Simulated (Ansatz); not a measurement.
**Does relaxation matter for the field gradients of CsPbBr3 with Sr replacing Cs?**

Start: a supercell of CsPbBr3 (cubic perovskite type, Pm-3m) built from a structure deposited in the COD, with all atoms left at the host's positions.

```xyz
20
Lattice="-5.8700 5.8700 5.8700 5.8700 -5.8700 5.8700 5.8700 5.8700 -5.8700" Properties=species:S:1:pos:R:3 pbc="T T T"
Sr    0.0000    0.0000    0.0000
Cs    0.0000    0.0000    5.8700
Cs    0.0000    5.8700    0.0000
Cs    5.8700    0.0000    0.0000
Pb    2.9350    2.9350    2.9350
Pb    2.9350    2.9350   -2.9350
Pb    2.9350   -2.9350    2.9350
Pb   -2.9350    2.9350    2.9350
Br    0.0000    2.9350    2.9350
Br    5.8700   -2.9350    2.9350
Br    5.8700    2.9350   -2.9350
Br    5.8700    2.9350    2.9350
Br    2.9350    0.0000    2.9350
Br   -2.9350    5.8700    2.9350
Br    2.9350    5.8700    2.9350
Br    2.9350    5.8700   -2.9350
Br    2.9350    2.9350    0.0000
Br    2.9350    2.9350    5.8700
Br   -2.9350    2.9350    5.8700
Br    2.9350   -2.9350    5.8700
```

Atom numbers follow the list; atoms alike are taken as one site, whose name carries the number of the first.

Method: Kohn–Sham DFT in Ansatz, PBE, plane waves and PAW, scalar-relativistic, 420 eV cutoff, Γ-centred 2×2×2 k-points, Fermi–Dirac smearing 0.01 eV, cell charge +1.

The largest force at the start is 0.28 eV/Å. Relaxing the ions at fixed cell moves them by 0.336 Å at most (atom 12, Br) and 0.260 Å rms.

| site | atom | moved (Å) | first shell before | first shell after | V_zz before (10²¹ V/m²) | η before |
| --- | --- | --- | --- | --- | --- | --- |
| Sr | 1 | 0.000 | 12 Br at 4.15 Å | 12 Br at 3.81 Å | 0.00 | – |
| Cs | 2 | 0.000 | 12 Br at 4.15 Å | 12 Br at 4.16–4.49 Å | <0.005 | – |
| Pb | 5 | 0.000 | 6 Br at 2.93–2.94 Å | 6 Br at 2.95 Å | -0.009 | 0.00 |
| Br | 9 | 0.336 | 2 Pb at 2.94 Å, angle 180° | 2 Pb at 2.95 Å, angle 167° | 17.06 | 0.44 |

Task: How do the gradients change?

Result: 

```json
{"site": "Sr", "atom": "1", "V_zz after": "0.00", "η after": "–", "change of V_zz": "0.00"}
{"site": "Cs", "atom": "2", "V_zz after": "-3.01", "η after": "0.00", "change of V_zz": "-3.01"}
{"site": "Pb", "atom": "5", "V_zz after": "-8.20", "η after": "0.00", "change of V_zz": "-8.19"}
{"site": "Br", "atom": "9", "V_zz after": "16.11", "η after": "0.47", "change of V_zz": "-0.95"}
```

The largest change of V_zz is on Pb, from -0.009 to -8.20. Small gradients that grow severalfold: Cs (<0.005 to -3.01). In per cent, |V_zz| changes by -6 on Br (all sites that start above 0.5).

The defect repeats with the cell of 20 atoms, so it feels its images: sites between two images don't show the values beside a lone defect, and zeros or small values of η there can come from the images' arrangement. Br carries a gradient in the pure host already, so the values there aren't the defect's effect alone. This high-symmetry form of CsPbBr3 is unstable when cold, to tilts of the octahedra. The symmetry of the cell holds that distortion back, wholly or in part, and it would change the field gradients, the more the larger the distortion. A uniform background compensates the cell's charge.
Before: Without spin–orbit coupling the gradients at and beside Pb can be off by some per cent, at some sites by more. The neighbours have not yet relaxed around the defect (largest force 0.28 eV/Å), so a real crystal will differ.
After: The relaxation keeps the site symmetry m-3m of the start, so the impurity can't leave its site; a start off the site could end lower. Spin–orbit coupling is left out, which shifts gradients on Pb by a few per cent, and by more where contributions nearly cancel.
